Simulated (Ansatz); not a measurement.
SrTiO3:
Space group Pm-3m (No. 221); a = 3.891 Å, b = 3.891 Å, c = 3.891 Å, α = 90.00°, β = 90.00°, γ = 90.00°

```json
[
 {"atom": "Sr", "site": "1a", "symmetry": "m-3m", "x": "0.0000", "y": "0.0000", "z": "0.0000"},
 {"atom": "Ti", "site": "1b", "symmetry": "m-3m", "x": "0.5000", "y": "0.5000", "z": "0.5000"},
 {"atom": "O", "site": "3c", "symmetry": "4/mm.m", "x": "0.0000", "y": "0.5000", "z": "0.5000"}
]
```

Relaxed with PBEsol.

### Question
Decompose the optical modes at the zone centre into irreducible representations, and say which are infrared and Raman allowed.

### Answer
Point group m-3m: Γ_opt = 3T1u + T2u. Infrared: T1u. Raman: none.

### Question
Assign frequencies (DFPT, DFT-PBEsol in the program Ansatz with PAW potentials; without the LO–TO term).

### Answer
T1u 78i, T1u 156, T2u 228, T1u 534 cm⁻¹.

The cell was relaxed with PBEsol under the symmetry of its start. At this level the phase is dynamically unstable (imaginary phonons). No spin polarisation was allowed.

Potentials: the earlier of the program's two PAW sets. The files were generated under PBE; for other functionals the program regenerates the frozen cores, and for LDA and PBEsol the local potential too.
